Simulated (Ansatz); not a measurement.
WC:
```xyz
2
Lattice="0.0000 2.3394 2.3394 2.3394 0.0000 2.3394 2.3394 2.3394 0.0000" Properties=species:S:1:pos:R:3 pbc="T T T"
W      0.0000     0.0000     0.0000
C      1.1697     1.1697     1.1697
```

Relaxed with r²SCAN. Special points in fractions of this cell's reciprocal vectors: Γ (0.000, 0.000, 0.000); X (0.500, 0.000, 0.500); U (0.625, 0.250, 0.625); K (0.375, 0.375, 0.750); L (0.500, 0.500, 0.500); W (0.500, 0.250, 0.750).

Question: List the band energies nearest the Fermi level at these points for DFT-r²SCAN in the program Ansatz with PAW potentials.

Answer: In eV from the Fermi level; about four levels below and three above (degenerate sets whole), none deeper than 8.9 eV; … stands for higher levels left out; points with the same levels are listed once.

```json
[
 {"k": "Γ", "below": "-6.13 -6.13 -6.13 -0.07 -0.07", "above": "2.78 …"},
 {"k": "X", "below": "-7.78 -3.01 -3.01 -2.34", "above": "1.61 1.99 …"},
 {"k": "U", "below": "-6.90 -3.86 -3.79 -2.63", "above": "0.48 1.76 4.60"},
 {"k": "L", "below": "-6.00 -5.36 -5.36", "above": "0.84 0.84 1.20"},
 {"k": "W", "below": "-6.34 -5.06 -3.38 -2.29", "above": "0.07 1.80 3.77"}
]
```

Space group F-43m (zinc blende). The start of the workflow was typed in or built on a structure type; neither database checked (COD, Materials Project) lists it. It is not the phase usual at ambient conditions (space group No. 187). The cell was relaxed with r²SCAN under the symmetry of its start; its stability against distortions is not shown here. No spin polarisation was allowed. Its formation energy is positive at this level, so the cell may be metastable or incomplete. Scalar-relativistic: spin–orbit coupling is off unless named, which matters more the heavier the elements.

Potentials: the earlier of the program's two PAW sets.
